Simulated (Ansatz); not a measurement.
Here is an unrelaxed guess for K₂La₃Ga.

```
K La Ga
1.0
     4.93755    0.00000    0.00000
     0.00000    4.93755    0.00000
     0.00000    0.00000    8.62326
K La Ga
2 3 1
Direct
  0.00000 0.00000 0.32789
  0.00000 0.00000 0.67211
  0.00000 0.50000 0.00000
  0.50000 0.00000 0.00000
  0.50000 0.50000 0.00000
  0.00000 0.00000 0.00000
```

The calculation used DFT PBE, scalar-relativistic, plane waves, PAW (Ansatz). Cutoff 420 eV; k points 4×4×2 on the computed 6-atom cell (Γ-centred); Gaussian smearing, width 0.10 eV; no spin polarisation.

Formation energies are uncorrected and refer to the elements' standard structures at the same level.

Problem. Estimate its pressure, forces and energy as it stands.

Solution. The pressure is 29.5 GPa (the mean over three directions, positive in compression), the largest force is 1.00 eV/Å, and the energy is +2.00 eV/atom against the elements. The shortest distance is 2.47 Å.

Problem. How much does it gain on relaxing, and where does it end?

Solution. Relaxing gains about 1.6 eV/atom (the start's value is from the coarse mesh, so the gain is rough) in 20 ionic steps and ends at +0.44 eV/atom on the finer mesh. The symmetry stays P4/mmm (No. 123). The volume per atom grows by 107.3 %, from 35.0 to 72.6 Å³. The shortest distance goes from 2.47 Å (La–Ga and La–La) to 3.09 Å (La–Ga and La–La). Conventional cell: a = 6.177 Å, c = 11.423 Å. K has 1 Ga at 3.30 Å; La on a site of symmetry mmm is surrounded by 2 Ga at 3.09 Å, 2 La at 3.09 Å and 4 La at 4.37 Å; Ga is surrounded by 4 La at 3.09 Å and 2 K at 3.30 Å; 1 more site not described.

The last run used a 6×6×4 mesh (in the run's order of axes) for its 6-atom cell and Gaussian smearing of 0.10 eV. The cell is a metal run without spin; a magnetic state may lie lower. The relaxation can't lower the symmetry of the start. A structure relaxed within its symmetry needn't be a true minimum.
